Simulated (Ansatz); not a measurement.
C in space group P6_3/mmc (No. 194; C on 4f, C on 4f, C on 4e), the program Ansatz at the PBEsol level (PAW). The conduction-band minimum lies on the Γ–M line, 74 % of the way from Γ, with 6 equivalent valleys. Second derivatives d²E/dk² of the lowest band at one valley (eV·Å²), along Cartesian directions:

```tsv
direction	d²E/dk²
[100]	32.82
[010]	5.460
[001]	10.28
[110]	19.16
[101]	21.57
[011]	7.874
```

Q: Find the principal effective masses, the density-of-states mass and the conductivity mass.

A: Off-diagonal terms follow from H_xy = H[110] − (H_xx + H_yy)/2, and m*/mₑ = 7.620 eV·Å² over each eigenvalue: 0.23, 0.74, 1.4. One valley's DOS mass (m₁m₂m₃)^(1/3) = 0.62, conductivity mass 3/(Σ 1/mᵢ) = 0.47 mₑ.

Q: What effective density of states Nc follows at 300 K for parabolic valleys?

A: Nc = 2.509e19 × 6 × (0.62)^(3/2) ≈ 7.4e19 cm⁻³.

Q: With the computed static dielectric constant 5.87 (mean of the diagonal), estimate a hydrogenic donor's binding energy and radius.

A: E = 13.606 eV × 0.47/5.87² ≈ 190 meV; a = 0.529 Å × ε/m* ≈ 6.6 Å. Semilocal masses tend to be too small where the gap is.

The first step of the workflow began from a Materials Project structure, measured or hypothetical. Its sites differ from those of the usual phase in this space group: another stacking or structure type. The PBEsol relaxation kept the symmetry of its start; whether a distortion lowers the energy is not shown.

Potentials: the later of the program's two PAW sets.
